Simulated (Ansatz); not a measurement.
## MnCo₂: relaxation (Ansatz)

Run with:

```bash
ansatz run input.yaml --threads 2 --pin off --max-ram 3584MiB --backend cpu --events-out ev --progress --plain --runs-dir out
```

input.yaml:

```yaml
crystal:
  lattice:
    - [2.92781817, 0.0, 0.0]
    - [-1.46390858, 2.53556505, 0.0]
    - [0.0, 0.0, 4.61840946]
  atoms:
    - { symbol: Mn, position: [0.0, 0.0, 0.5], spin: 4.5, spin_axis: [0.0, 0.0, 1.0] }
    - { symbol: Co, position: [0.6667, 0.3333, 0.2456], spin: 3, spin_axis: [0.0, 0.0, 1.0] }
    - { symbol: Co, position: [0.3333, 0.6667, 0.7544], spin: 3, spin_axis: [0.0, 0.0, 1.0] }
  symmetry: { tolerance: 0.0003 }
kpoints:
  mp_grid: { grid: [7, 7, 4], shift: [0, 0, 0] }
magnetization:
  noncollinear: true
  spin_orbit: true
scf:
  occupations: { method: fermi_dirac }
  lower_state_search: "off"
hamiltonian:
  pseudopotentials: { kind: paw_fr }
  xc: pbe
basis:
  ecutwfc: 420
  fft_grid_basis: typed
relax:
  max_steps: 60
output:
  forces: true
  stress: true
  eigenvalues: true
  bader: true
  populations: true
  elf: true
  write_potential: true
  volumetric_format: npy
  dos:
    e_range: [-12, 8]
    de: 0.05
    projected: { site_lists: { Co: [Co], Mn: [Mn] } }
    method: { smearing: { sigma: 0.1, scheme: gaussian } }
  write_density: true
checkpoint:
  read: saved_state
```

Origin of the cell: a known structure type with other elements, at an estimated volume, so it need not be a known compound.

The smearing width isn't typed, so it takes its default of 0.1 eV.

The saved state is a converged single point of the same cell.

Steps:

```json
{"step": "1", "ΔF (meV/atom)": "0.0", "max force component (eV/Å)": "4.365", "SCF iterations": "21", "step was": "accepted"}
{"step": "2", "ΔF (meV/atom)": "-288.7", "max force component (eV/Å)": "1.637", "SCF iterations": "17", "step was": "accepted"}
{"step": "3", "ΔF (meV/atom)": "-340.4", "max force component (eV/Å)": "0.456", "SCF iterations": "25", "step was": "accepted"}
{"step": "4", "ΔF (meV/atom)": "-345.6", "max force component (eV/Å)": "0.100", "SCF iterations": "25", "step was": "accepted"}
{"step": "5", "ΔF (meV/atom)": "-345.9", "max force component (eV/Å)": "0.003", "SCF iterations": "16", "step was": "accepted"}
```

The starting structure.

Space group P-3m1 (No. 164); the run's cell has a = 2.928 Å, b = 2.928 Å, c = 4.618 Å, α = 90.00°, β = 90.00°, γ = 120.00°. Shortest distances: Co–Mn 2.06 Å, Co–Co 2.83 Å, Mn–Mn 2.93 Å.

After:

Space group P-3m1 (No. 164); the run's cell has a = 2.928 Å, b = 2.928 Å, c = 4.618 Å, α = 90.00°, β = 90.00°, γ = 120.00°. Shortest distances: Co–Mn 2.22 Å, Co–Co 2.43 Å, Mn–Mn 2.93 Å.

```yaml
crystal:
  lattice:
    - [2.92782, 0.00000, 0.00000]
    - [-1.46391, 2.53557, 0.00000]
    - [0.00000, 0.00000, 4.61841]
  atoms:
    - { symbol: Mn, position: [0.00000, 0.00000, 0.50000] }
    - { symbol: Co, position: [0.66667, 0.33333, 0.18943] }
    - { symbol: Co, position: [0.33333, 0.66667, 0.81057] }
```

* Free energy lowered by: 345.9 meV/atom
* Final pressure: 6.71 GPa
* Relaxation steps listed: 5

Caveats: a starting moment was lost; the SCF threshold is looser than advised for a stress; the electronic state may be unstable; the k mesh is coarse if the cell is a metal; the relaxation held the start's symmetry, so the end may be a saddle point; the run holds no moments, so a magnetic state may lie lower; the program can leave such a cell on a higher state.

It ran for 67 s on 2 threads of AMD EPYC 9R45 (Zen 5) (shared host), peak memory 0.64 GiB, from a saved density.
